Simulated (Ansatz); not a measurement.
SnS₂:
```cif
data_S4Sn2
_chemical_formula_sum 'Sn2 S4'
_space_group_name_H-M_alt 'P 1'
_space_group_IT_number 1
_cell_length_a 3.63126
_cell_length_b 3.63126
_cell_length_c 11.42184
_cell_angle_alpha 90.000
_cell_angle_beta 90.000
_cell_angle_gamma 120.000
loop_
_space_group_symop_operation_xyz
  'x, y, z'
loop_
_atom_site_label
_atom_site_type_symbol
_atom_site_fract_x
_atom_site_fract_y
_atom_site_fract_z
_atom_site_occupancy
Sn1 Sn 0.33333 0.66667 0.62511 1
Sn2 Sn 0.66667 0.33333 0.12511 1
S1 S 0.66667 0.33333 0.75344 1
S2 S 0.33333 0.66667 0.25344 1
S3 S 0.00000 0.00000 0.99645 1
S4 S 0.00000 0.00000 0.49645 1
```

Relaxed with LDA. 

Question: HSE06 on this cell (Ansatz, an electronic-structure program, PAW) gives a gap of 1.88 eV. What does LDA give?

Answer: 0.83 eV.

Cost on shared cores: the LDA run (SCF on a 9×9×3 mesh, then bands and DOS) about 100 core-seconds (a rough figure), the HSE06 run (SCF on 5×5×2, then a few points) roughly 4 core-minutes; the tasks are unlike.

Space group P6_3mc. The workflow started from a Materials Project entry (that database holds measured and hypothetical structures alike); the Crystallography Open Database copy checked does not list it. It is not the phase usual at ambient conditions (space group No. 164). Symmetry was held in the LDA relaxation; its stability against distortions is not shown here. A crystal of weakly bound layers computed without a dispersion correction: the cell and the soft elastic constants depend strongly on that. Spin–orbit coupling is left out wherever it is not named.

Potentials: the later of the program's two PAW sets.

Ansatz is a plane-wave DFT program.
